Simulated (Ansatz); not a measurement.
CdS: from Born charge to LO–TO splitting and polaron coupling

The calculation used DFT LDA, scalar-relativistic, plane waves, PAW (Ansatz 0.2.0). Settings: 420 eV plane-wave cutoff, Γ-centred 8×8×8 mesh, fixed occupations. No spin polarisation. Phonons by linear response, acoustic sum rule imposed.

The cell, relaxed at this level:
```cif
data_structure
_symmetry_space_group_name_H-M 'P 1'
_symmetry_Int_Tables_number 1
_cell_length_a 4.0705
_cell_length_b 4.0705
_cell_length_c 4.0705
_cell_angle_alpha 60.000
_cell_angle_beta 60.000
_cell_angle_gamma 60.000
_cell_volume 47.69
loop_
_atom_site_label
_atom_site_type_symbol
_atom_site_fract_x
_atom_site_fract_y
_atom_site_fract_z
_atom_site_occupancy
Cd1 Cd 0.00000 0.00000 0.00000 1
S1 S 0.25000 0.25000 0.25000 1
```

The run warned that the force constants aren't converged on this k mesh, so the frequencies and all that is formed from them are rough.

Linear response gives ν_TO = 244.1 cm⁻¹, Born charges ±2.133 e (positive on Cd) and ε∞ = 6.628. The primitive cell holds 47.689 Å³, and the masses are 112.414 and 32.060 amu.

**Question.** Find ν_LO and the static dielectric constant.

**Answer.** The long-wave field adds a restoring force: ω_LO² − ω_TO² = Z*²e²/(ε_vac ε∞ μV). In these units ν_LO² − ν_TO² = 4.92064×10⁷ Z*²/(μ V ε∞) cm⁻², with μ = m₁m₂/(m₁ + m₂) = 24.946 amu: 28396 cm⁻². So ν_LO = √(244.1² + 28396) = 296.6 cm⁻¹, and the run gives 296.6. Lyddane–Sachs–Teller then gives ε0 = ε∞ (ν_LO/ν_TO)² = 9.79, against 9.79 in the run (it forms both from the same three quantities, so the match checks the arithmetic only). Between ν_TO and ν_LO the dielectric function is negative and an undamped crystal reflects fully: a reststrahlen band from 33.7 to 41.0 μm.

**Question.** What do the Clausius–Mossotti polarisability and the Szigeti charge come to?

**Answer.** With the Lorentz local field, α = (3V/4π)(ε∞ − 1)/(ε∞ + 2) = 7.43 Å³ for the pair, and e_S = 3Z*/(ε∞ + 2) = 0.74 e. The Born charge includes the electrons' response to the dipole's own local field, and e_S takes that enhancement out. The Lorentz field assumes point-like polarisable ions, a poor picture once ε∞ is this large, since the electron clouds then overlap or are shared, so both numbers are formal here.

**Question.** How strongly does a slow electron couple to the LO mode?

**Answer.** For one isotropic parabolic band, Fröhlich's constant is α_F = (1/ε∞ − 1/ε0) √(m* Ry/ħω_LO), with Ry = 13.606 eV, ħω_LO = 36.8 meV and m* in free-electron masses: α_F = 0.0487 × 19.23 × √m* = 0.94 √m*. The band mass isn't part of this run; for m* = 0.1, 0.3 and 1 it gives 0.30, 0.51, 0.94. In weak coupling the polaron lies α_F ħω_LO below the band edge (19 meV at m* = 0.3) with a mass m*(1 + α_F/6); past α_F of about 5 or 6 that expansion fails. A semilocal functional's ε∞ tends to be too large, which taken alone lowers α_F.

This zinc-blende form isn't the usual stable structure of the compound.

Cost: 1 run of about 3 core-minutes, on Intel Xeon 6975P-C (Granite Rapids) (shared hosts).